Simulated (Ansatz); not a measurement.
**Structure relaxation, GaCuSe2**

The start is a generated cell, GaCuSe2 placed in the AFLOW prototype ABC2_hR4_166_a_b_c (F5_1, as in NaCrS2). A full variable-cell relaxation at zero pressure is run with PBE (plane waves to 420 eV, PAW, scalar-relativistic; Ansatz, a first-principles code). The first steps use a coarse 7×7×7 k-mesh.

Initial structure:
```
CELL_PARAMETERS angstrom
      1.90116     1.09764     6.90195
     -1.90116     1.09764     6.90195
      0.00000    -2.19527     6.90195
ATOMIC_POSITIONS crystal
  Cu 0.00000 0.00000 0.00000
  Ga 0.50000 0.50000 0.50000
  Se 0.26670 0.26670 0.26670
  Se 0.73330 0.73330 0.73330
```

Task: What pressure does the first self-consistent step give?

Result: -5 GPa (negative: the cell is under tension).

Task: By how much does the energy per atom fall from start to end?

Result: 0.13 eV/atom.

Task: How does the volume per atom move from start to end?

Result: -13.5 %, from 21.60 to 18.70 Å³/atom.

Task: How do the shortest distances between atoms change?

Result: The closest pairs of elements (up to four, under 3.6 Å), start → end: Cu–Se 2.59 → 2.62 Å; Ga–Se 3.02 → 2.69 Å; Se–Se 3.53 → 3.66 Å.

Task: Is the relaxed structure metallic? Give its gap.

Result: Zero (metallic).

Task: Give the final cell and atomic positions.

Result: 
Space group R-3m, hexagonal axes (No. 166); a = b = 3.758 Å, c = 18.344 Å, α = β = 90.00°, γ = 120.00°

| atom | site | symmetry | x | y | z |
|---|---|---|---|---|---|
| Cu | 3a | -3m | 0.0000 | 0.0000 | 0.0000 |
| Ga | 3b | -3m | 0.0000 | 0.0000 | 0.5000 |
| Se | 6c | 3m | 0.0000 | 0.0000 | 0.2529 |
(The calculation used a cell of 4 atoms; values per cell refer to that cell.)

The space group stays R-3m (No. 166) (the run could not lower it); the end is AFLOW prototype ABC2_hR4_166_a_b_c (F5_1, as in NaCrS2), with 4 atoms in the primitive cell. Final values are on a 15×15×15 k-mesh of the relaxed cell. No spin polarisation in the result.

The run could not lose the symmetry of its start, so the end can be a saddle point.

The relaxed structure here is a generated cell of GaCuSe2: the first start was made by placing the elements on the sites of a structure type, and the end was not matched to a known phase here, so it may be hypothetical. Known forms of GaCuSe2 include space group No. 122.
